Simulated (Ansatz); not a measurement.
As2S3:
Space group Pnma (No. 62); a = 12.525 Å, b = 3.578 Å, c = 10.896 Å, α = 90.00°, β = 90.00°, γ = 90.00°

| atom | site | symmetry | x | y | z |
|---|---|---|---|---|---|
| As | 4c | .m. | 0.4452 | 0.2500 | 0.3309 |
| As | 4c | .m. | 0.1192 | 0.2500 | 0.5387 |
| S | 4c | .m. | 0.3113 | 0.2500 | 0.1837 |
| S | 4c | .m. | 0.0446 | 0.7500 | 0.3753 |
| S | 4c | .m. | 0.1288 | 0.2500 | 0.9453 |

Relaxed with PBE. The program Ansatz at the PBE level (PAW) gives a gap of 1.18 eV.

Task: What gap does HSE06 give on the same cell (Ansatz, PAW)?

Result: 1.86 eV, 0.68 eV more. The hybrid was solved on a coarser mesh and at special points; its gap is the smallest among all of these.

```json
[
 {"k": "Γ", "v1 PBE": "-0.05", "c1 PBE": "1.46", "v1 HSE06": "(withheld)", "c1 HSE06": "(withheld)"},
 {"k": "X", "v1 PBE": "-0.06", "c1 PBE": "1.40", "v1 HSE06": "-0.04", "c1 HSE06": "2.09"},
 {"k": "Z", "v1 PBE": "-0.06", "c1 PBE": "1.19", "v1 HSE06": "-0.11", "c1 HSE06": "1.86"},
 {"k": "U", "v1 PBE": "-0.10", "c1 PBE": "1.18", "v1 HSE06": "-0.17", "c1 HSE06": "1.86"},
 {"k": "Y", "v1 PBE": "-0.62", "c1 PBE": "2.42", "v1 HSE06": "(withheld)", "c1 HSE06": "(withheld)"},
 {"k": "S", "v1 PBE": "-0.61", "c1 PBE": "2.45", "v1 HSE06": "(withheld)", "c1 HSE06": "(withheld)"},
 {"k": "T", "v1 PBE": "-0.65", "c1 PBE": "2.16", "v1 HSE06": "(withheld)", "c1 HSE06": "(withheld)"},
 {"k": "R", "v1 PBE": "-0.70", "c1 PBE": "2.26", "v1 HSE06": "-0.89", "c1 HSE06": "2.99"}
]
```

Task: Top valence (v1) and lowest conduction level (c1) in eV from each method's valence maximum (which need not be a listed point): supply the withheld HSE06 values.

Result: 
- Y, v1 HSE06: -0.74
- Y, c1 HSE06: 3.15
- S, v1 HSE06: -0.77
- S, c1 HSE06: 3.18
- T, v1 HSE06: -0.83
- T, c1 HSE06: 2.88
- Γ, v1 HSE06: -0.06
- Γ, c1 HSE06: 2.17

Cost on shared cores: the PBE run (SCF on a 3×8×3 mesh, then bands and DOS) about 16 core-minutes (a rough figure), the HSE06 run (SCF on 2×5×2, then a few points) very roughly 50 core-minutes; the tasks are unlike.

A made-up cell: these elements were put on the sites of a structure type; neither database checked (COD, Materials Project) lists it. COD files the formula under space group No. 2, 14, so this cell is another polymorph or a model. Its standing as an ambient phase is unchecked. The PBE relaxation kept the symmetry of its start; its stability against distortions is not shown here. A crystal of weakly bound chains computed without a dispersion correction: the cell and the soft elastic constants depend strongly on that. Scalar-relativistic: spin–orbit coupling is off unless named, which matters more the heavier the elements.

Potentials: the later of the program's two PAW sets.
